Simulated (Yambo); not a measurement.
Yambo run on Rb2SiF6 (space group Fm-3m, No. 225). The wavefunctions come from this Quantum ESPRESSO step (PBEsol, PseudoDojo standard norm-conserving files, scalar-relativistic):

```
&CONTROL
  calculation = 'nscf'
  pseudo_dir = './pseudo'
  outdir = './out'
/
&SYSTEM
  ibrav = 0
  nat = 9
  ntyp = 3
  ecutwfc = 84.0
  ecutrho = 336.0
  occupations = 'fixed'
  force_symmorphic = .true.
  nbnd = 217
/
&ELECTRONS
  conv_thr = 9.000000000000001e-09
  diago_full_acc = .true.
  diago_thr_init = 1e-08
/
ATOMIC_SPECIES
F 18.9984 F.upf
Si 28.0850 Si.upf
Rb 85.4678 Rb.upf
CELL_PARAMETERS angstrom
  0.000000000000   4.176640000000   4.176640000000
  4.176640000000   0.000000000000   4.176640000000
  4.176640000000   4.176640000000   0.000000000000
ATOMIC_POSITIONS crystal
F   0.796230000000   0.203770000000   0.796230000000
F   0.203770000000   0.796230000000   0.203770000000
F   0.796230000000   0.203770000000   0.203770000000
F   0.203770000000   0.796230000000   0.796230000000
F   0.796230000000   0.796230000000   0.203770000000
F   0.203770000000   0.203770000000   0.796230000000
Si   0.000000000000   0.000000000000   0.000000000000
Rb   0.750000000000   0.750000000000   0.750000000000
Rb   0.250000000000   0.250000000000   0.250000000000
K_POINTS automatic
2 2 2 0 0 0
```

Yambo input:

```
rim_cut
gw0
dyson
el_el_corr
HF_and_locXC
ppa
em1d
RandQpts= 1000000
RandGvec= 1 Ry
EXXRLvcs= 84 Ry
VXCRLvcs= 336 Ry
Chimod= "HARTREE"
% BndsRnXp
 1 | 215 |
%
NGsBlkXp= 7 Ry
% LongDrXp
 1.0 | 1.0 | 1.0 |
%
PPAPntXp= 27.2114 eV
% GbndRnge
 1 | 215 |
%
GTermKind= "BG"
DysSolver= "n"
ExtendOut
% QPkrange
 1 | 1 | 32 | 33 |
 2 | 2 | 32 | 33 |
 3 | 3 | 32 | 33 |
%
```

k points by index: 1 = Γ, 2 = L, 3 = X.

The o-*.qp file then holds:

```
#    K-point    Band    Eo [eV]    E [eV]    E-Eo [eV]    Vxc [eV]    Vnlxc [eV]    Sc|Eo [eV]    Sc|E [eV]    dSc/dw|Eo [eV]    Re(Z)    Im(Z)
#
    1    32    0.000000    -2.808206    -2.808206    -22.93683    -30.90282    4.596232    5.157789    -5.441246    0.833359    -0.896487E-3
    1    33    7.392700    8.721977    1.329277    -9.107509    -4.820805    -2.817616    -2.957427    -2.861932    0.904835    -0.525111E-3
    2    32    -0.065129    -2.888224    -2.823095    -22.78419    -30.75712    4.585998    5.149835    -5.434527    0.833530    -0.896735E-3
    2    33    9.451765    10.79096    1.339191    -8.701628    -4.586952    -2.634830    -2.775485    -2.857894    0.904956    -0.547178E-3
    3    32    -0.012841    -2.820459    -2.807617    -22.89575    -30.85021    4.585937    5.146839    -5.436037    0.833492    -0.893993E-3
    3    33    9.818702    11.47272    1.654017    -10.27359    -5.718175    -2.714112    -2.901398    -3.081074    0.898289    -0.561680E-3
```
(The two width columns are left out.) Convergence of these settings isn't established.

Geometry of the Materials Project entry, not relaxed at this level.

The structure is a Materials Project entry; no match was found in the copy of COD used, and its stability was not checked.
